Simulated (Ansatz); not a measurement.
Problem. Name crystals whose computed values (plane-wave PAW r²SCAN (Ansatz code)) fall in these windows: highest Γ mode, no LO–TO term (cm⁻¹) 380 to 520; B₀ by P(V) fit (GPa) 160 to 200.

Solution. 

```csv
crystal,"highest Γ mode, no LO–TO term (cm⁻¹)",B₀ by P(V) fit (GPa)
"Al2Ru, MoSi2 or CaC2 type",454,183
"HfB, rock salt",455,174
"BeNi, CsCl type",503,197
"RuS2, Pa-3 (Ru on 4a, S on 8c)",430,183
"BaHfO3, cubic perovskite",519,171
```
Others may fit too.

Standing as an ambient phase not checked: Al2Ru, MoSi2 or CaC2 type; HfB, rock salt; BeNi, CsCl type. Perhaps ordered models of mixed-site phases: Al2Ru, MoSi2 or CaC2 type; BeNi, CsCl type. All cells were relaxed under the symmetry of their starts (and spin orders); stability against distortions was not tested throughout. Rows with no word on spin ran without spin polarisation. Spin–orbit coupling is left out wherever it is not named.

Potentials: the later of the program's two PAW sets.
